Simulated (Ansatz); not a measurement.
Crystals of one structure type (rock salt) and one family of elements, relaxed and computed with plane-wave PAW LDA (Ansatz code).

| crystal | V (Å³/atom) | gap (eV) |
|---|---|---|
| LiCl | 15.29 | 6.48 |
| KF | 17.20 | 6.37 |
| LiBr | 18.71 | ? |
| KCl | 28.04 | 5.11 |
| NaI | 30.66 | 3.62 |
| RbCl | 32.43 | 4.85 |
| RbBr | 37.05 | 4.16 |

Question: Fit a straight line to E_g against V and predict the withheld value.

Answer: Least squares on the 6 shown rows: E_g = -0.119 × V + (8.285), with a scatter of 0.47. For LiBr this gives 6.06. The run itself gave 5.14, outside the scatter: the line misses something about this case.

All cells were relaxed under the symmetry of their starts (and spin orders); stability against distortions was not tested throughout. Spin–orbit coupling is left out wherever it is not named.

Potentials: the later of the program's two PAW sets.
